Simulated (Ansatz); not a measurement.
NiSi (MnP type, space group Pnma)

```xyz
8
Lattice="5.1189 0.0000 0.0000 0.0000 3.3423 0.0000 0.0000 0.0000 5.5634" Properties=species:S:1:pos:R:3 pbc="T T T"
Ni     2.5987     0.8356     3.8317
Ni     0.0393     0.8356     4.5134
Ni     2.5202     2.5067     1.7317
Ni     5.0796     2.5067     1.0500
Si     3.4748     0.8356     0.4641
Si     0.9154     0.8356     2.3176
Si     1.6441     2.5067     5.0993
Si     4.2035     2.5067     3.2458
```

The slice is a (001) plane (indices of the conventional cell) through the point (0.492, 0.750, 0.311) (fractional), spanned by u = [010] and v = [100] in vectors of this cell: u (3.34 Å) and v (5.12 Å, at 90° to u). It covers one period; positions are fractions (u, v).

Computed with r2SCAN (plane waves to 500 eV, PAW, scalar-relativistic; Ansatz, an electronic-structure program). k mesh 9×14×9. These are valence fields of a PAW run, semicore shells included where kept as valence: close to a nucleus they are smooth pseudo fields. NiSi is run without spin polarisation. NiSi was relaxed with its symmetry unable to fall.

Question: Sketch the electron localisation function (ELF) on this plane as a map.

Answer: 
```
|xxx10012321001xx|
|xx2101344431012x|
|1100135666531001|
|0001467767764100|
|0024788656887420|
|2246897424798642|
|2247997323799742|
|0136998434899631|
|0014899656998410|
|0002699878996200|
|1101478878874101|
|1101256666652101|
|1100134434431001|
|0000122111221000|
|0000111000111000|
|1111210000012111|
|3333221000122333|
|3333332111233333|
|0012333222333210|
|0000133333331000|
|1100023333320001|
|xx2101233321012x|
|xxx10012221001xx|
|xxx20012221002xx|
```
Scale: ten equal steps from 0.16 (start of '0') to 0.76 (end of '9'), in the order '0123456789'. Values: electron localisation function (ELF). The map has 16 points along u (one character each, u = 0 at the left) and 24 along v (v = 0 in the bottom row). Points within 0.5 Å of a nucleus are blanked (x), as the pseudised field means little there.
